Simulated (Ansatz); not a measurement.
A trial structure of MgB2Te4 was built thus: random cell by space group and Wyckoff sites (Immm, No. 71). The dimensions are guesses.

Space group Immm (No. 71). a = 6.259 Å, b = 8.195 Å, c = 8.238 Å, α = 90.00°, β = 90.00°, γ = 90.00°
```json
{"atom": "Mg", "site": "2d", "symmetry": "mmm", "x": "0.5000", "y": "0.0000", "z": "0.5000"}
{"atom": "B", "site": "4h", "symmetry": "m2m", "x": "0.0000", "y": "0.6406", "z": "0.5000"}
{"atom": "Te", "site": "4h", "symmetry": "m2m", "x": "0.0000", "y": "0.8341", "z": "0.5000"}
{"atom": "Te", "site": "4j", "symmetry": "mm2", "x": "0.5000", "y": "0.0000", "z": "0.8267"}
```

Method: DFT PBE, scalar-relativistic, plane waves, PAW (Ansatz). Cutoff 420 eV, Gaussian smearing, Γ-centred meshes. Cell and atoms relax first on a coarse mesh and then on a converged one. In between, the cell is made exact in the group found at 0.06 Å. The steps can't lower the symmetry of their start. No spin polarisation.

A guess keeps its type if space group and coordination stay and the shape of the cell changes little (axis ratios within about 15 %, angles within 6°); the volume may change.

Q: Will the relaxed cell still be of the starting type?

A: It doesn't keep its type. The symmetry stays Immm (No. 71). The volume per atom grows by 13.6 %, from 30.2 to 34.3 Å³. The shortest distance goes from 1.59 Å (B–Te) to 2.15 Å (B–Te). Counting neighbours within 15 % of an atom's shortest distance, the start has B 1, Mg 2, Te 1/2 and the end B 3, Mg 6, Te 1/2. In detail, at the end Mg is surrounded by 4 Te at 2.89 Å and 2 Te at 3.24 Å; B is surrounded by 3 Te at 2.15–2.20 Å and 1 B at 2.78 Å; Te on a site of symmetry mm2 has 1 B at 2.15 Å and 2 Mg at 2.89 Å; 1 more site not described.

```
CELL_PARAMETERS angstrom
-2.28842 4.93940 5.30741
2.28842 -4.93940 5.30741
2.28842 4.93940 -5.30741
ATOMIC_POSITIONS crystal
Mg 0.50000 0.50000 0.00000
B 0.13115 0.63115 0.50000
B 0.86885 0.36885 0.50000
Te 0.33331 0.83331 0.50000
Te 0.66669 0.16669 0.50000
Te 0.17191 0.50000 0.67191
Te 0.82809 0.50000 0.32809
```

The zero of energy is the elements' standard structures at the same level; no fitted shifts are applied.

Q: At what energy does it end?

A: +0.219 eV/atom. A positive value: parting into the elements would lower its energy.

The last run used an 8×8×8 mesh for its 7-atom cell and Gaussian smearing of 0.01 eV. These runs have no spin–orbit coupling, which can matter for Te. The reference form of Te is held partly by dispersion forces, which this level lacks. A structure relaxed within its symmetry needn't be a true minimum.

In counts of neighbours, a slash parts the counts of unlike sites.
